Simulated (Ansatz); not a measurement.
Theory: DFT PBE, scalar-relativistic, plane waves, PAW (Ansatz). The final run on the 9-atom cell used 420 eV, a Γ-centred 6×6×8 mesh, 0.10 eV smearing and no spin polarisation.

Formation energies are uncorrected and count from the elements' standard states at the same level.

Q: Suggest a trial structure for a trigonal metal that holds Pt and 2 more elements, with a formation energy near −0.35 eV/atom and about 21 Å³ per atom, in a cell of 9 atoms.

A: PdPt2Se6, space group P-31m (No. 162). Pd has 6 Se at 2.55 Å; around Pt lie 6 Se at 2.54 Å; Se is surrounded by 2 Pt at 2.54 Å and 1 Pd at 2.55 Å.

```cif
data_structure
_symmetry_space_group_name_H-M 'P 1'
_symmetry_Int_Tables_number 1
_cell_length_a 6.5683
_cell_length_b 6.5683
_cell_length_c 5.1774
_cell_angle_alpha 90.000
_cell_angle_beta 90.000
_cell_angle_gamma 120.000
_cell_volume 193.44
loop_
_atom_site_label
_atom_site_type_symbol
_atom_site_fract_x
_atom_site_fract_y
_atom_site_fract_z
_atom_site_occupancy
Pd1 Pd 0.00000 0.00000 0.00000 1
Pt1 Pt 0.33333 0.66667 0.00000 1
Pt2 Pt 0.66667 0.33333 0.00000 1
Se1 Se 0.33562 0.00000 0.24925 1
Se2 Se 0.00000 0.33562 0.24925 1
Se3 Se 0.66438 0.66438 0.24925 1
Se4 Se 0.66438 0.00000 0.75075 1
Se5 Se 0.33562 0.33562 0.75075 1
Se6 Se 0.00000 0.66438 0.75075 1
```

The volume per atom is 21.5 Å³. The density is 8.3 g/cm³, the formation energy is −0.35 eV/atom and the gap on the 6×6×8 mesh of the 9-atom cell is 0 eV (a metal).

It was reached by relaxing an invented guess, and it needn't be the stable form of this composition. Other answers may fit too; this one was computed.

Weakly bound directions are ill-defined at this level, which has no dispersion term. These runs have no spin–orbit coupling, which can matter for Pt. The reference form of Se is held partly by dispersion forces, which this level lacks. A later test with randomly moved atoms came back to the same energy, though modes that don't fit the test's cell weren't probed.
